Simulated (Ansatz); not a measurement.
# Calculated electrostatic potentials at the N nuclei for Si₃N₄

Cell: a Materials Project structure (computed, not necessarily an observed phase).

Space group P6_3/m (No. 176); a = 7.6045, c = 2.9052 Å, γ = 120.00°.

```
site  Wyckoff  site symmetry       x       y       z
  Si       6h            m..  0.2311  0.8249  0.7500
  N7       2d           -6..  0.3333  0.6667  0.7500
  N9       6h            m..  0.9692  0.6699  0.7500
```

One atom of each set is listed.

The numbers come from a DFT calculation in Ansatz (r2SCAN, plane waves and PAW, scalar-relativistic, 500 eV cutoff, Γ-centred 4×4×10 k-points, Fermi–Dirac smearing 0.02 eV).

The potential at a nucleus is that of all electrons and the other nuclei. A higher potential binds the core electrons more strongly, so differences between sites of one element are the initial-state part of core-level shifts.

Q: Rank the N sites by the potential at the nucleus, lowest first, and give each against the lowest.
A. N7: 3 Si at 1.73 Å
B. N9: 3 Si at 1.73–1.74 Å

A: A (0.00 V), B (0.43 V).
